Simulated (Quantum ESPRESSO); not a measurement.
# Computed records: ZrTaNbO6F2 (made-up cell, one site empty)

Computed with Quantum ESPRESSO 7.5. Calculation on a made-up crystal cell, not a measurement, run twice, once with a planted mistake found by running each candidate: periodic Kohn-Sham density functional theory in plane waves with PseudoDojo standard norm-conserving scalar-relativistic pseudopotentials, each functional with its own files (v0.5 for PBE, v0.4.1 for LDA and PBEsol), no spin polarisation, no spin-orbit coupling, atoms not relaxed, stress positive in tension, energies less a fixed whole-eV offset for each atom's element; levels are Kohn-Sham levels at fractions of this cell's reciprocal vectors, counted from the reference band (half the neutral cell's valence electrons, rounded up) at Gamma; error bars cover cutoff and k-mesh only, not smearing or the files; each bar is the largest change over components, and at least 0.002 eV, 0.002 eV per angstrom or 0.02 GPa; a charged cell sits in a uniform background, with energy and stress on this program's zero of potential; no dispersion term; energies are for the whole cell, and the offsets were chosen from early runs and are not element reference energies; a distance is the largest change of any value in units of its error bar (the energy's for the smearing term), a scale change is of lengths, and a coarse mesh keeps the half-step shift.

ZrTaNbO6F2 (made-up cell, one site empty)

Intended structure:
```
CELL_PARAMETERS angstrom
5.18380 0.00000 0.00000
0.00000 5.18380 0.00000
0.00000 0.00000 5.18380
ATOMIC_POSITIONS crystal
Ta 0.03991 0.50494 0.49205
Zr 0.49113 0.01416 0.53409
Nb 0.51536 0.51896 0.00069
O 0.25398 0.29121 0.28288
O 0.22767 0.22609 0.74694
O 0.24065 0.72358 0.26193
O 0.24123 0.72281 0.76679
F 0.73164 0.24393 0.24098
F 0.75067 0.22150 0.75508
O 0.74818 0.74102 0.26025
O 0.72970 0.74673 0.73743
```

| Item | Value |
| --- | --- |
| lattice type | fluorite |
| empty site | 1 |
| intended functional | pbe |
| intended cutoff | 1143 eV |
| intended fermi dirac smearing | 0.025 eV |
| intended scf tolerance | 1e-07 eV |
| intended electrons removed | 0 |
| healthy free energy less offsets | 10.266 eV |
| healthy scf iterations | 19 |
| healthy smearing term minus ts | 0 eV |
| healthy pressure | -16.09 GPa |
| healthy stress xx | 18.37 GPa |
| healthy stress yy | 11.63 GPa |
| healthy stress zz | 18.26 GPa |
| healthy stress yz | -1.07 GPa |
| healthy stress xz | 2 GPa |
| healthy stress xy | -1.88 GPa |
| healthy reference band | 44 |
| faulty free energy less offsets | 11.341 eV |
| faulty scf iterations | 18 |
| faulty smearing term minus ts | 0 eV |
| faulty pressure | -25.59 GPa |
| faulty stress xx | 27.88 GPa |
| faulty stress yy | 21.15 GPa |
| faulty stress zz | 27.75 GPa |
| faulty stress yz | -1.07 GPa |
| faulty stress xz | 1.97 GPa |
| faulty stress xy | -1.89 GPa |
| faulty reference band | 44 |
| candidate k points along each vector | 2 |
| candidate cutoff | 825 eV |
| candidate smearing | 0.47 eV |
| candidate functional | lda |
| candidate scf tolerance | 0.2 eV |
| candidate electrons removed | -1 |
| candidate scale change | 1.69 percent |
| candidate first exchanged site | 5 |
| candidate second exchanged site | 9 |
| intended k mesh | 4 x 4 x 4, shifted by half a step |
| structure shown | as intended, without the mistake |
| fault kind | low cutoff |
| other mistakes compared | 7 |
| distance from healthy | 537.7 error bars |
| distance from nearest other mistake | 182.8 error bars |
| healthy error bar energy | 0.002 eV |
| healthy error bar stress | 0.04007 GPa |
| healthy error bar force | 0.004158 eV/Å |
| healthy error bar next band up | 0.002 eV |

Atoms:
```tsv
atoms element	atom site	atom energy offset (eV)
Ta	2	-1770
Zr	3	-1377
Nb	4	-1693
O	5	-452
O	6	-452
O	7	-452
O	8	-452
F	9	-677
F	10	-677
O	11	-452
O	12	-452
```

Healthy forces:
```tsv
site	x (eV/Å)	y (eV/Å)	z (eV/Å)
2	2.53	2.06	0.07
3	-2.17	-2.179	-0.475
4	-1.123	4.395	0.796
5	0.624	-1.415	-0.547
6	1.35	1.283	-0.325
7	0.917	1.125	0.619
8	0.744	-1.636	-0.753
9	0.048	0.267	0.491
10	-0.327	1.552	-0.001
11	-1.437	-2.828	-0.924
12	-1.155	-2.624	1.049
```

Healthy levels:
```tsv
level k point	next band up (eV)
Gamma	0.84
(1/2,1/2,1/2)	0.821
(0.15,0,0)	0.872
(0,0.15,0)	0.841
(0,0,0.15)	0.889
```

Faulty forces:
```tsv
site	x (eV/Å)	y (eV/Å)	z (eV/Å)
2	2.529	2.059	0.068
3	-2.171	-2.178	-0.48
4	-1.126	4.379	0.806
5	0.64	-1.426	-0.541
6	1.334	1.281	-0.326
7	0.911	1.138	0.61
8	0.748	-1.632	-0.752
9	0.034	0.271	0.483
10	-0.315	1.544	0.017
11	-1.429	-2.826	-0.912
12	-1.154	-2.61	1.026
```

Faulty levels:
```tsv
level k point	next band up (eV)
Gamma	0.839
(1/2,1/2,1/2)	0.82
(0.15,0,0)	0.872
(0,0.15,0)	0.84
(0,0,0.15)	0.888
```

Candidate mistake: coarse kmesh, low cutoff, wide smearing, wrong functional, loose scf, wrong charge, cell scaled, atoms exchanged
